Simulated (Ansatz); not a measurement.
A geometry of AlIr away from equilibrium: the start of the relaxation of a generated cell, AlIr built in the AFLOW prototype AB_tP4_129_a_c (B10, as in PbO). Computed with PBEsol (plane waves to 420 eV, PAW, scalar-relativistic; Ansatz, a program for electronic structure). Γ-centred k-mesh 9×9×8 on the run's cell (coarser than for final values), Fermi–Dirac smearing 0.05 eV.

```xyz
4
Lattice="3.4931 0.0000 0.0000 0.0000 3.4931 0.0000 0.0000 0.0000 4.4016" Properties=species:S:1:pos:R:3 pbc="T T T"
Al     1.7465     0.0000     1.0423
Al     0.0000     1.7465     3.3593
Ir     0.0000     0.0000     0.0000
Ir     1.7465     1.7465     0.0000
```

Q: What forces act on the atoms (eV/Å)?

A: 
```tsv
atom	Fx	Fy	Fz
Al1	0.00	0.00	15.88
Al2	0.00	0.00	-15.88
Ir3	0.00	0.00	0.00
Ir4	0.00	0.00	0.00
```

Q: What is the pressure?

A: +160 GPa, compression positive.

Q: How far above the relaxed end point is this geometry?

A: 3.89 eV/atom; the path ends in Pm-3m (No. 221) (CsCl type).

No spin polarisation in the result.

The run could not lose the symmetry of its start.

The first start was generated by placing the elements on the sites of a structure type. Materials Project lists a structure of AlIr in the same space group, Pm-3m (No. 221); the sites were not compared with it, nor with measured phases.
